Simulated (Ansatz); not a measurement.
Ansatz (a program for electronic structure) input:

Ansatz 0.2 input:
```yaml
crystal:
  lattice:
    - [4.5501167187, 0.0, 0.0]
    - [0.0, 4.5501167187, 0.0]
    - [0.0, 0.0, 4.5501167187]
  atoms:
    - { symbol: Hf, position: [0.0, 0.5, 0.5] }
    - { symbol: Hf, position: [0.5, 0.0, 0.5] }
    - { symbol: Hf, position: [0.5, 0.5, 0.0] }
    - { symbol: C, position: [0.5, 0.0, 0.0] }
    - { symbol: C, position: [0.0, 0.5, 0.0] }
    - { symbol: C, position: [0.0, 0.0, 0.5] }
kpoints:
  mp_grid: { grid: [9, 9, 9] }
hamiltonian:
  xc: r2scan
  pseudopotentials: { azcp: { folder: ./paw }, kind: paw }
scf:
  occupations: { method: gaussian, width: 0.05 }
checkpoint: { read: metal.run }
output: { write_density: true, elf: true, volumetric_format: npy }
basis: { fft_grid_basis: typed }
```

Output (shortened):

```
Pseudopotentials: kind: paw
Pseudopotential: Hf, paw, valence charge 26
Pseudopotential: C, paw, valence charge 4
Functional definition: r2SCAN
Crystal: 6 atoms, lattice volume = 94.204 Å³
Basis set: ecut = 500 eV, 2373 PW (Γ), exchange–correlation on 144×144×144 points (64 copies of the dense FFT grid, shifted against one another)
Bands: 54, of which v1, the nominal top of the filled ones, is band 45 counted from 1 (44 counted from 0)
Symmetry: 48 space group operations
Space group: Pm-3m (ITA 221), of the structure as read, at distance tolerance 4.6e-5 Å
k-points: 35 of 729
PAW frozen core: Hf, regenerated for the run's functional
PAW frozen core: C, regenerated for the run's functional
Initial density: read from a saved state, or passed on in memory by an earlier SCF of this step, an earlier step, the calling program or the single point that …
Stability of the state it starts from, as read at its close in the unpolarized treatment …
Initial wavefunctions: pseudopotential atomic-orbital guess
Eigensolver: davidson
Functional: x = r2scan, c = r2scan; τ floored in thin density (d = 2e-4 eV/Å³)
iter 1 solved again at ethr=2.36e-7 eV; its pass at ethr=3.10e-3 eV (dr2=2.12e-4 eV) is discarded
SCF iter   1: F=—  HF=-47953.502908 eV  |F-HF|=—  |Δ(HF+E_count)|=         —  Δρ=1.42e-6  dr2=1.08e-9  dr2_τ=7.07e-11  ethr=2.36e-7  ⟨swp⟩=3.1  Hψ=11358  notcnv=0
all-band conjugate gradients solve this SCF's bands
preconditioner: auto → LDOS
SCF iter   2: F=—  HF=-47953.502908 eV  |F-HF|=—  |Δ(HF+E_count)|=   7.10e-7  Δρ=1.53e-6  dr2=1.02e-9  dr2_τ=9.30e-11  ethr=1.20e-12  ⟨swp⟩=8.4  Hψ=9074  notcnv=0
SCF iter   3: F=-47953.502908 eV  HF=-47953.502908 eV  |F-HF|=1.46e-11  |Δ(HF+E_count)|=  1.67e-10  Δρ=6.66e-7  dr2=1.89e-10  dr2_τ=1.39e-11  ethr=1.13e-12  ⟨swp⟩=2.0  Hψ=4663  notcnv=0
SCF 1 converged in 3 iterations: F = -47953.502908 eV  dr2 = 1.89e-10
SCF converged after 3 iterations
Free energy (F): -47953.502908 eV
Harris-Foulkes:  -47953.502908 eV  (|F-HF|=1.46e-11)
Internal energy: -47953.496772 eV  (E = F + TS)
E sigma→0 (E₀):  -47953.499840 eV
Entropy (-TS):   -0.006137 eV (-1.023 meV/atom)
Fermi energy:    14.047268 eV
--- Per-component energies (eV) ---
  E_band       = -259.925406
  E_kinetic    = 1467.201664
  E_local      = -21579.661802  (includes V_loc(G=0)·N_el)
  E_nonlocal   = 244.143655
  E_hartree    = 10400.646556
  E_xc         = -889.472140
  E_vxc        = -1024.493347  (∫ρ·V_xc dr)
  E_paw        = -23468.563985  (= ΣΔE_a)
  E_vpaw       = -219.985441  (= ΣTr[D̂ρ^β])
  E_aug_tail   = 0.000251  (compensation charges beyond the density's cutoff)
  E_vtau       = 51.576334  (kinetic-family band-sum trace: ∫τ·v_τ [+ j·A + Jᵃ·Aᵃ] dr)
  E_ewald      = -14128.681310
  E_core_change = 0.890341  (= ΣΔE_core)
  E_smearing   = -0.006137  (= −TS)
  E_closure    =  0.000000  (closes the sum)
  Σ components = -47953.502908   (vs F -47953.502908, Δ=0.00e0)
  [band-id]    e_kinetic+e_local+e_nonlocal+2·e_hartree+e_vxc+e_vpaw+e_augmentation_tail+e_vtau = -259.925575   (vs E_band -259.925406, Δ=-1.70e-4)
--- Band table (eV; the first three rows and the last of 35) ---
  k-point 0: bands = ["-49.0795", "-49.0240", "-49.0240", "-17.3984", "-17.3984", "-17.3984", "-16.9699", "-16.9699", "-16.9699", "-16.8704", "-16.8704", "-16.8704", "1.9109", "2.5109", "2.5109", "2.5109", "2.5357", "2.5357", "2.5357", "2.5393", "2.5393", "2.5393", "2.5432", "2.5715", "2.5715", "2.5715", "2.5945", "2.5945", "2.6237", "2.6237", "2.6237", "2.6563", "2.6563", "2.6563", "3.6335", "3.6335", "9.8731", "12.0584", "12.0584", "12.0584", "13.2692", "13.2692", "13.2692", "14.2737", "14.2737", "14.2737", "15.4076", "15.4076", "15.4076", "17.5735", "17.5735", "17.5735", "18.8031", "18.8031"]
  k-point 1: bands = ["-49.0780", "-49.0254", "-49.0240", "-17.3907", "-17.3907", "-17.3860", "-16.9725", "-16.9725", "-16.9718", "-16.8871", "-16.8758", "-16.8758", "1.9926", "2.5116", "2.5117", "2.5117", "2.5352", "2.5357", "2.5357", "2.5367", "2.5390", "2.5390", "2.5445", "2.5709", "2.5718", "2.5718", "2.5930", "2.5945", "2.6245", "2.6245", "2.6266", "2.6476", "2.6553", "2.6553", "3.6297", "3.7401", "9.9419", "11.8881", "11.9771", "11.9771", "13.2251", "13.2251", "13.3118", "13.7856", "14.4737", "14.4737", "15.1232", "15.1946", "15.1946", "17.4584", "17.9056", "17.9056", "18.6030", "18.8537"]
  k-point 2: bands = ["-49.0738", "-49.0296", "-49.0239", "-17.3700", "-17.3700", "-17.3505", "-16.9814", "-16.9814", "-16.9765", "-16.9337", "-16.8886", "-16.8886", "2.2031", "2.5140", "2.5140", "2.5140", "2.5246", "2.5356", "2.5356", "2.5381", "2.5381", "2.5437", "2.5481", "2.5704", "2.5728", "2.5728", "2.5888", "2.5945", "2.6269", "2.6269", "2.6322", "2.6438", "2.6526", "2.6526", "3.6126", "4.0210", "10.0492", "11.5417", "11.7931", "11.7931", "12.7452", "13.1829", "13.1829", "13.4277", "14.5986", "14.6545", "14.6545", "15.0663", "15.0663", "17.1682", "17.8079", "18.5627", "18.5627", "18.9383"]
  k-point 34: bands = ["-49.0435", "-49.0418", "-49.0418", "-17.6272", "-17.2758", "-17.2740", "-17.2740", "-17.0231", "-17.0231", "-16.7684", "-16.7684", "-16.7666", "2.4385", "2.4402", "2.4402", "2.4908", "2.5329", "2.5329", "2.5653", "2.5653", "2.5658", "2.5711", "2.5711", "2.5743", "2.5758", "2.5758", "2.5897", "2.5907", "2.5907", "2.6270", "2.6582", "2.6582", "2.6588", "5.0106", "5.1081", "5.1081", "9.0711", "9.0711", "9.0755", "9.3204", "10.7269", "10.7269", "10.7466", "14.0117", "14.6506", "14.6506", "14.6996", "14.9339", "14.9339", "19.5282", "19.5282", "19.8063", "20.6364", "20.8383"]
  band table: 54 of 54 bands, residual norms ≤ 1.0e-3 eV
```

Cost: roughly 30 core-seconds on shared cores.

The start of the workflow was typed in or built on a structure type; neither database checked (COD, Materials Project) lists it. It is not the phase usual at ambient conditions (space group No. 225). The r²SCAN relaxation kept the symmetry of its start; its stability against distortions is not shown here. The run is not spin-polarised. Its formation energy is positive at this level, so the cell may be metastable or incomplete. Scalar-relativistic: spin–orbit coupling is off unless named, which matters more the heavier the elements.

Potentials: the earlier of the program's two PAW sets.

Ansatz is a plane-wave DFT program.
